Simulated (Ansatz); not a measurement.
Cs2AgBiBr6 in space group Fm-3m (No. 225; Bi on 4a, Ag on 4b, Cs on 8c, Br on 24e), PBE (plane waves, PAW; program Ansatz). The conduction-band minimum lies at L, with 4 equivalent valleys. Second derivatives d²E/dk² of the lowest band at one valley (eV·Å²), along Cartesian directions:

| direction | d²E/dk² |
|---|---|
| [100] | 26.85 |
| [010] | 26.85 |
| [001] | 26.85 |
| [110] | 24.41 |
| [101] | 29.26 |
| [011] | 29.26 |

**Question.** Find the principal effective masses, the density-of-states mass and the conductivity mass.

**Answer.** Off-diagonal terms follow from H_xy = H[110] − (H_xx + H_yy)/2, and m*/mₑ = 7.620 eV·Å² over each eigenvalue: 0.26, 0.26, 0.35. One valley's DOS mass (m₁m₂m₃)^(1/3) = 0.29, conductivity mass 3/(Σ 1/mᵢ) = 0.28 mₑ.

**Question.** What effective density of states Nc follows at 300 K for parabolic valleys?

**Answer.** Nc = 2.509e19 × 4 × (0.29)^(3/2) ≈ 1.6e19 cm⁻³.

Symmetry was held in the PBE relaxation; phonons show weakly imaginary modes. No spin polarisation was allowed. Spin–orbit coupling is left out wherever it is not named.

Potentials: the later of the program's two PAW sets.

Edges and masses are those of Kohn–Sham bands, whose gap is no quasiparticle gap.
